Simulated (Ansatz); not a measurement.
CdS:
```cif
data_Cd2S2
_chemical_formula_sum 'Cd2 S2'
_space_group_name_H-M_alt 'P 1'
_space_group_IT_number 1
_cell_length_a 4.16469
_cell_length_b 4.16469
_cell_length_c 6.76805
_cell_angle_alpha 90.000
_cell_angle_beta 90.000
_cell_angle_gamma 120.000
loop_
_space_group_symop_operation_xyz
  'x, y, z'
loop_
_atom_site_label
_atom_site_type_symbol
_atom_site_fract_x
_atom_site_fract_y
_atom_site_fract_z
_atom_site_occupancy
Cd1 Cd 0.66667 0.33333 0.50007 1
Cd2 Cd 0.33333 0.66667 0.00007 1
S1 S 0.66667 0.33333 0.87693 1
S2 S 0.33333 0.66667 0.37693 1
```

Relaxed with r²SCAN.

Q: Give the optical modes at the zone centre with their infrared and Raman activity from DFPT, DFT-r²SCAN in the program Ansatz with PAW potentials.

A: Transverse frequencies, without the LO–TO term; a row sums one degenerate level.

| ω (cm⁻¹) | degeneracy | IR ((D/Å)²/amu) | Raman (Å⁴/amu) | activity | symmetry |
|---|---|---|---|---|---|
| 42 | 2 | 0.00 | 0.74 | Raman | E2 |
| 133 | 1 | 0.00 | 0 | silent | B1 |
| 223 | 1 | 9.18 | 16 | IR+Raman | A1 |
| 231 | 2 | 17.09 | 10 | IR+Raman | E1 |
| 245 | 2 | 0.00 | 12 | Raman | E2 |
| 295 | 1 | 0.00 | 0 | silent | B1 |

Q: How high does the top mode go among those that the LO–TO term moves?

A: 295 cm⁻¹ for q along x, 295 cm⁻¹ for q along y, 292 cm⁻¹ for q along z.

Space group P6_3mc (wurtzite). Symmetry was held in the r²SCAN relaxation.

Potentials: the earlier of the program's two PAW sets. The files were generated under PBE; for other functionals the program regenerates the frozen cores, and for LDA and PBEsol the local potential too.
